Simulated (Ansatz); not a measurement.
# Computed frozen-phonon scan: Sr (fcc, Cu type)

Sr (fcc, Cu type)

```
CELL_PARAMETERS angstrom
      0.00000     6.02891     6.02891
      3.01445     3.01445     6.02891
      3.01445     3.01445     0.00000
ATOMIC_POSITIONS crystal
  Sr 0.00000 0.00000 0.00000
  Sr 0.50000 0.00000 0.00000
```

A phonon eigenvector at X = (0.5, 0.5, 0.0) is frozen into this cell: atom i moves by Q times the vector below, so Q is the largest atomic displacement, in Å. The cell is held. It is one choice among 2 degenerate patterns. (q is in reciprocal vectors of the primitive cell; the cell shown is doubled to hold the pattern.)

| atom | x | y | z |
|---|---|---|---|
| Sr1 | 0.000 | 1.000 | 0.000 |
| Sr2 | 0.000 | -1.000 | 0.000 |

The numbers are results of PBE (plane waves to 420 eV, PAW, scalar-relativistic; Ansatz, a program for electronic structure), not measurements. k mesh 13×13×13 (Γ-centred), Fermi-Dirac smearing 0.05 eV. The energy includes the smearing's −TS. With partly filled bands, energies and forces of such displacements shift with the k mesh and the smearing. Sr was relaxed with its symmetry unable to fall. The PAW data are Ansatz's earlier set. The zero of ΔE is the undisplaced structure.

| Q (Å) | ΔE (meV/cell) | −dE/dQ from forces (eV/Å) |
|---|---|---|
| -0.280 | 152 | 1.082 |
| -0.233 | 105 | 0.903 |
| -0.187 | 68 | 0.723 |
| -0.140 | 38 | 0.543 |
| -0.093 | 17 | 0.362 |
| -0.047 | 4 | 0.181 |
| 0.000 | 0 | 0.000 |
| 0.047 | 4 | -0.181 |
| 0.093 | 17 | -0.362 |
| 0.140 | 38 | -0.543 |
| 0.187 | 68 | -0.723 |
| 0.233 | 105 | -0.903 |
| 0.280 | 152 | -1.082 |

Read from the data:

The energy at Q = 0.280 Å comes out as 152 meV/cell. Space group of the distorted cell: Cmcm (No. 63), lowered from Fm-3m. Symmetry of the curve: even: the same for both signs. Shape of the curve: a single well with its minimum at or next to zero displacement. Harmonic wavenumber from the curvature (finite differences): 78 cm⁻¹. Wavenumber by perturbation theory (DFPT, on another k mesh): 78 cm⁻¹.

The 13 points together took around 5 core-minutes (rough).

(A displaced cell: forces are minus the slopes of the energy, force constants its curvatures, and phonons follow from these.)
